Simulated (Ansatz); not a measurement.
# TiAgHg2: relaxed-ion elastic tensor

The calculation used DFT LDA, scalar-relativistic, plane waves, PAW (Ansatz). Plane waves to 420 eV; Γ-centred k mesh 10×10×10; Fermi-Dirac smearing of 0.15 eV. No spin polarisation.

Equilibrium structure at this level:
```
Ti Ag Hg
1.0
     4.68485    0.00000    0.00000
     0.00000    4.68485    0.00000
     0.00000    0.00000    3.26667
Ti Ag Hg
1 1 2
Direct
  0.50000 0.50000 0.00000
  0.00000 0.00000 0.00000
  0.00000 0.50000 0.50000
  0.50000 0.00000 0.50000
```

In a metal, frequencies and elastic constants depend on the k mesh and the smearing, soft modes and shear constants most. Spin–orbit coupling is left out, which can shift energies with elements as heavy as these.

**Question.** Give the relaxed-ion elastic constants (GPa, Voigt order xx yy zz yz xz xy, on the axes of the cell above).

**Answer.**
C11 = 185.8, C12 = 61.0, C13 = 117.5, C22 = 185.8, C23 = 117.5, C33 = 123.7, C44 = 64.3, C55 = 64.3, C66 = 10.2 GPa; the others vanish.

**Question.** Is the crystal stable against homogeneous strain?

**Answer.** Too close to call: the least eigenvalue is 8.0 GPa, within what the k mesh leaves open in a metal.

Cost: 1 run of about 5.1 core-minutes, on Arm Neoverse V1 (shared hosts).